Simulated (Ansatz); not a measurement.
**Question.** Name crystals whose computed values (r²SCAN in the plane-wave PAW code Ansatz) fall in these windows: B₀ by P(V) fit (GPa) 34 to 43; gap (eV) 0.85 to 1.2; electron conductivity mass (mₑ) 1.5 to 1.9.

**Answer.** 

```tsv
crystal	B₀ by P(V) fit (GPa)	gap (eV)	electron conductivity mass (mₑ)
VCu3Se4, P-43m (V on 1a, Cu on 3d, Se on 4e)	39.7	0.99	1.6
```
Others may fit too.

Standing as an ambient phase not checked: VCu3Se4, P-43m (V on 1a, Cu on 3d, Se on 4e). The cell was relaxed under the symmetry of its start. Rows with no word on spin ran without spin polarisation. Spin–orbit coupling is left out wherever it is not named.

Potentials: the later of the program's two PAW sets.
